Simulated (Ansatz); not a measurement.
What DFT gives for Zn$_{2}$P

```xyz
6
Lattice="1.5475 2.6803 0.0000 -1.5475 2.6803 0.0000 0.0000 -1.7869 11.1027" Properties=species:S:1:pos:R:3 pbc="T T T"
Zn    0.0000    0.0000    9.6594
Zn    0.0000    3.5737    1.4434
Zn    0.0000    0.0000    4.0969
Zn    0.0000    3.5737    7.0058
P     0.0000    1.7869    2.7868
P     0.0000    1.7869    8.3160
```

Method: PBE, no spin polarisation; PAW, plane waves to 420 eV, 9×9×9 Γ-centred mesh, fermi-dirac occupations (width 0.1 eV) (Ansatz 0.2.0), atoms fixed.

- Charges: Bader charges in e: Zn +0.30, P -0.60. In the mean Zn gives up most and P takes most.
- Formation energy: 0.81 eV an atom against the elements' usual phases (free molecules for gases, crystals otherwise, with no correction for O₂ or N₂), so at this geometry it isn't bound against them. Relaxing would lower it.
- Stress: The pressure is 30.7 GPa (compression positive), so with the atoms held at these fractions the cell would first expand; the forces are large, so a full relaxation may end otherwise. The principal stresses 21.5, 35.3, 35.3 GPa differ, so its shape would change too.
- Electronic structure: It is a metal, with about 2.5 states/eV a cell as the mean within 0.25 eV of the Fermi level, mostly P p (43 %) and Zn s (33 %).
- Forces: The largest is on Zn3 (and as large on other atoms): 3.84 eV/Å, components (0.00, 0.00, 3.84). It makes 126° with the line to a nearest neighbour, P5 at 2.22 Å.

Origin: a known structure type with other elements, at an estimated volume, so it need not be a known compound. Caveats: atoms or cell far from equilibrium.
